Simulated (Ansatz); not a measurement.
Ge$_{2}$Mo: reading a single point

```
Mo Ge
1.0
     0.00000    3.30045    0.00000
     3.30045    0.00000    0.00000
     1.65022    1.65022   -4.43373
Mo Ge
1 2
Direct
  0.00000 0.00000 0.00000
  0.33300 0.33300 0.33400
  0.66700 0.66700 0.66600
```

Single point in Ansatz 0.2.0 with r2SCAN, no spin polarisation. Cutoff 500 eV, PAW datasets, 11×11×11 Γ-centred k mesh, fermi-dirac filling (width 0.1 eV).

(1) Metal or insulator?

(2) Which element gives electrons and which takes them?

(3) Which atom feels the largest force, and which way?

(4) What is the formation energy?

(5) Describe some of the short contacts.

(6) What does the stress say?

Origin: a known structure type with other elements, at an estimated volume, so it need not be a known compound.

## Answers

(1) It is a metal, with about 1 states/eV a cell as the mean within 0.25 eV of the Fermi level, mostly Mo d (74 %) and Ge p (18 %).

(2) Bader charges in e: Ge -0.21, Mo +0.42. In the mean Mo gives up most and Ge takes most, against the order of Pauling's electronegativities.

(3) The largest is on Ge3 (and as large on other atoms): 1.03 eV/Å, components (0.00, 0.00, -1.03). It makes 122° with the line to a nearest neighbour, Ge2 at 2.76 Å.

(4) 0.02 eV an atom against the elements' usual phases (free molecules for gases, crystals otherwise, with no correction for O₂ or N₂), too near zero to call. Relaxing would lower it.

(5) Ge–Ge at 2.76 Å: least valence density 0.27 e/Å³ and ELF 0.46 there. Mo–Ge at 2.76 Å: least valence density 0.32 e/Å³ and ELF 0.40 there. These are pseudo-fields; inside the PAW spheres they differ from the all-electron ones.

(6) The pressure is -10.4 GPa (compression positive), so with the atoms held at these fractions the cell would first shrink; the forces are large, so a full relaxation may end otherwise. The principal stresses -23.3, -3.9, -3.9 GPa differ, so its shape would change too.
